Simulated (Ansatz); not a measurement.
CsCaBr3:
Space group Pm-3m (No. 221); a = 5.708 Å, b = 5.708 Å, c = 5.708 Å, α = 90.00°, β = 90.00°, γ = 90.00°

```
atom  site  symmetry       x       y       z
----  ----  --------  ------  ------  ------
Cs      1a      m-3m  0.0000  0.0000  0.0000
Ca      1b      m-3m  0.5000  0.5000  0.5000
Br      3c    4/mm.m  0.0000  0.5000  0.5000
```

Relaxed with r²SCAN.

Q: Give the optical modes at the zone centre with their infrared and Raman activity from DFPT, the program Ansatz at the r²SCAN level (PAW).

A: Transverse frequencies, without the LO–TO term; a row sums one degenerate level.

```json
[
 {"ω (cm⁻¹)": "35", "degeneracy": "3", "IR ((D/Å)²/amu)": "1.75", "Raman (Å⁴/amu)": "0", "activity": "IR", "symmetry": "T1u"},
 {"ω (cm⁻¹)": "43", "degeneracy": "3", "IR ((D/Å)²/amu)": "0.00", "Raman (Å⁴/amu)": "0", "activity": "silent", "symmetry": "T2u"},
 {"ω (cm⁻¹)": "75", "degeneracy": "3", "IR ((D/Å)²/amu)": "1.40", "Raman (Å⁴/amu)": "0", "activity": "IR", "symmetry": "T1u"},
 {"ω (cm⁻¹)": "204", "degeneracy": "3", "IR ((D/Å)²/amu)": "12.74", "Raman (Å⁴/amu)": "0", "activity": "IR", "symmetry": "T1u"}
]
```

Q: How high does the top mode go among those that the LO–TO term moves?

A: 245 cm⁻¹ for q along x.

The first step of the workflow began from a Materials Project structure, measured or hypothetical; the Crystallography Open Database copy checked does not list it. Whether it is the stable phase at ambient conditions was not checked. Symmetry was held in the r²SCAN relaxation; phonons on a q-mesh show weakly imaginary modes. Scalar-relativistic: spin–orbit coupling is off unless named, which matters more the heavier the elements.

Potentials: the later of the program's two PAW sets.
